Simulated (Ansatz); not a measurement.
# Structures of BaNb: which is lowest?

Plane-wave DFT in Ansatz with scalar-relativistic PAW potentials, cutoff 420 eV, Γ-centred meshes chosen by cell and gap, Gaussian smearing with energies taken to zero width. Every cell was relaxed (cell and atoms) in a run of its own, within the symmetry of its start. Functional: PBE.

Relaxed structures (starts from databases or built by putting these elements on another compound's sites):
A. R-3m, 2 atoms in the computed cell, a = 3.281 Å, c = 17.684 Å; sites (symmetry × multiplicity) Ba -3m × 3, Nb -3m × 3; start: built
B. P-6m2, 2 atoms in the computed cell, a = 3.260 Å, c = 5.892 Å; sites (symmetry × multiplicity) Ba -6m2 × 1, Nb -6m2 × 1; start: built

Task: Rank them by energy. Could pressure change the order?

Result:
| structure | group | E − E(lowest) (meV/atom) | V (Å³/atom) | gap on mesh (eV) |
| --- | --- | --- | --- | --- |
| B | P-6m2 | 0.0 | 27.12 | 0.00 |
| A | R-3m | 14.8 | 27.47 | 0.00 |

B is lowest, 15 meV/atom under A. The lowest is also the densest of these, so pressure wouldn't bring one of the others in at first order. Other structures may lie lower than all of these, and vibrations aren't counted.

Spin-orbit coupling is left out, which matters for the bands of heavy elements.